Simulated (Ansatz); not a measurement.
LaMgAu:
Space group P-62m (No. 189); a = b = 7.894 Å, c = 4.223 Å, α = β = 90.00°, γ = 120.00°

| atom | site | symmetry | x | y | z |
|---|---|---|---|---|---|
| La | 3f | m2m | 0.0000 | 0.5837 | 0.0000 |
| Mg | 3g | m2m | 0.7653 | 0.7653 | 0.5000 |
| Au | 2d | -6.. | 0.3333 | 0.6667 | 0.5000 |
| Au | 1a | -62m | 0.0000 | 0.0000 | 0.0000 |

Relaxed with r²SCAN.

Problem. Tabulate the valence density and the electron localisation function along the shortest La–Au contact (3.18 Å), r²SCAN (plane waves, PAW; program Ansatz).

Solution. 

| distance from La (Å) | density (e/Å³) | ELF |
|---|---|---|
| 0.32 | 1.43 | 0.14 |
| 0.48 | 1.60 | 0.53 |
| 0.64 | 1.64 | 0.77 |
| 0.79 | 1.37 | 0.84 |
| 0.95 | 0.92 | 0.80 |
| 1.11 | 0.54 | 0.62 |
| 1.27 | 0.31 | 0.31 |
| 1.43 | 0.21 | 0.16 |
| 1.59 | 0.20 | 0.18 |
| 1.75 | 0.23 | 0.28 |
| 1.91 | 0.33 | 0.34 |
| 2.06 | 0.55 | 0.36 |
| 2.22 | 1.02 | 0.41 |
| 2.38 | 2.47 | 0.48 |
| 2.54 | 4.89 | 0.54 |
| 2.70 | 7.86 | 0.59 |
| 2.86 | 11.10 | 0.67 |

The density is the valence pseudo-density with augmentation charge, so density and ELF within about 1 Å of a nucleus are not all-electron values.

The workflow started from an entry of the Crystallography Open Database (COD, 293 K). Its standing as an ambient phase is unchecked. Symmetry was held in the r²SCAN relaxation; whether a distortion lowers the energy is not shown. Axis ratios of metals converge slowly with the k-mesh, so a and c are less sure than the volume. Scalar-relativistic: spin–orbit coupling is off unless named, which matters more the heavier the elements.

Potentials: the later of the program's two PAW sets.
